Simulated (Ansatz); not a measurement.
Geometry optimisation in Ansatz: input, command and trajectory.

```yaml
crystal:
  lattice:
    - [3.7776244943, 0.0, 0.0]
    - [0.0, 3.7776244943, 0.0]
    - [0.0, 0.0, 3.7776244943]
  atoms:
    - { symbol: Nb, position: [0.0, 0.5, 0.5] }
    - { symbol: Nb, position: [0.5, 0.0, 0.5] }
    - { symbol: Nb, position: [0.5, 0.5, 0.0] }
    - { symbol: C, position: [0.0, 0.0, 0.0] }
basis:
  ecutwfc: 420
kpoints:
  mp_grid: { grid: [4, 4, 4] }
hamiltonian:
  xc: pbe
scf:
  occupations: { method: gaussian, width: 0.1 }
  lower_state_search: "off"
output:
  forces: true
  stress: true
  eigenvalues: true
relax:
  adjacent_minimum: "off"
  f_tol: 0.04
  max_steps: 70
  cell: { stress_tol: 0.4 }
```

```bash
ansatz run input.yaml --threads 1 --pin off --max-ram 2560MiB --backend cpu --events-out ev --progress --plain --runs-dir out
```

Theory: Ansatz 0.2.0, DFT PBE, scalar-relativistic, plane waves, PAW.

Of 5 frames 5 are shown, positions in Å and forces in eV/Å; the SCF threshold varies from step to step. Steps run on the plane waves of an earlier cell, with a Pulay correction in the pressure. The basis is chosen afresh for the last frame, the zero of the energies, and at times for earlier ones too; energy and pressure step there, also at an unchanged geometry.

```xyz
4
Lattice="3.7776 0.0000 0.0000 0.0000 3.7776 0.0000 0.0000 0.0000 3.7776" Properties=species:S:1:pos:R:3:forces:R:3 pbc="T T T" step=1 free_energy_over_end_meV_per_atom=64.21 pressure_GPa=18.66
Nb    0.0000    1.8888    1.8888    0.0000    0.0000    0.0000
Nb    1.8888    0.0000    1.8888    0.0000    0.0000    0.0000
Nb    1.8888    1.8888    0.0000    0.0000    0.0000    0.0000
C     0.0000    0.0000    0.0000    0.0000    0.0000    0.0000
4
Lattice="3.9618 0.0000 0.0000 0.0000 3.9618 0.0000 0.0000 0.0000 3.9618" Properties=species:S:1:pos:R:3:forces:R:3 pbc="T T T" step=2 free_energy_over_end_meV_per_atom=30.59 pressure_GPa=-9.86
Nb    0.0000    1.9809    1.9809    0.0000    0.0000    0.0000
Nb    1.9809    0.0000    1.9809    0.0000    0.0000    0.0000
Nb    1.9809    1.9809    0.0000    0.0000    0.0000    0.0000
C     0.0000    0.0000    0.0000    0.0000    0.0000    0.0000
4
Lattice="3.8941 0.0000 0.0000 0.0000 3.8941 0.0000 0.0000 0.0000 3.8941" Properties=species:S:1:pos:R:3:forces:R:3 pbc="T T T" step=3 free_energy_over_end_meV_per_atom=1.68 pressure_GPa=-1.36
Nb    0.0000    1.9470    1.9470    0.0000    0.0000    0.0000
Nb    1.9470    0.0000    1.9470    0.0000    0.0000    0.0000
Nb    1.9470    1.9470    0.0000    0.0000    0.0000    0.0000
C     0.0000    0.0000    0.0000    0.0000    0.0000    0.0000
4
Lattice="3.8837 0.0000 0.0000 0.0000 3.8837 0.0000 0.0000 0.0000 3.8837" Properties=species:S:1:pos:R:3:forces:R:3 pbc="T T T" step=4 free_energy_over_end_meV_per_atom=1.14 pressure_GPa=0.13
Nb    0.0000    1.9419    1.9419    0.0000    0.0000    0.0000
Nb    1.9419    0.0000    1.9419    0.0000    0.0000    0.0000
Nb    1.9419    1.9419    0.0000    0.0000    0.0000    0.0000
C     0.0000    0.0000    0.0000    0.0000    0.0000    0.0000
4
Lattice="3.8837 0.0000 0.0000 0.0000 3.8837 0.0000 0.0000 0.0000 3.8837" Properties=species:S:1:pos:R:3:forces:R:3 pbc="T T T" step=5 free_energy_over_end_meV_per_atom=0.00 pressure_GPa=0.21
Nb    0.0000    1.9419    1.9419    0.0000    0.0000    0.0000
Nb    1.9419    0.0000    1.9419    0.0000    0.0000    0.0000
Nb    1.9419    1.9419    0.0000    0.0000    0.0000    0.0000
C     0.0000    0.0000    0.0000    0.0000    0.0000    0.0000
```

The start puts this composition into another compound's structure type, which needn't suit it. At the end the space group is Pm-3m (tolerance 0.05 Å).

The run took 4.9 s on 1 thread of Intel(R) Xeon(R) Platinum 8488C (Sapphire Rapids) (shared host), peak memory 0.34 GiB.

The k mesh is coarse.